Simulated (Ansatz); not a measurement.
Space group P4/mmm (No. 123). a = 2.935 Å, b = 2.935 Å, c = 3.475 Å, α = 90.00°, β = 90.00°, γ = 90.00°
| atom | site | symmetry | x | y | z |
| --- | --- | --- | --- | --- | --- |
| Mn | 1a | 4/mmm | 0.0000 | 0.0000 | 0.0000 |
| Pt | 1d | 4/mmm | 0.5000 | 0.5000 | 0.5000 |

Equation of state of this MnPt structure (not necessarily the ground state), with shape and atoms relaxed at each volume where symmetry leaves them free. It has no gap at any of these volumes. The calculation used Ansatz 0.2.0, DFT r2SCAN, scalar-relativistic, plane waves, PAW.

Settings: cutoff 500 eV, Γ-centred mesh 14×14×12 on the computed 2-atom cell, Gaussian smearing of 0.10 eV; collinear spin.

```csv
V (Å³/atom),E − E(largest V) (meV/atom),P (GPa)
13.174,92.92,32.46
13.623,16.90,22.03
14.073,-32.25,13.29
14.522,-58.90,6.02
14.971,-66.89,0.02
15.420,-59.61,-4.80
15.869,-40.55,-8.65
16.468,0.00,-12.98
```

Problem. Fit a third-order Birch–Murnaghan equation to E(V).

Solution. V0 = 14.97 Å³/atom, B0 = 178 GPa, B0' = 5.8.

The state reached may not be the lowest one. Spin-orbit coupling is left out, which matters for the bands of heavy elements. Only parallel moments were tried here.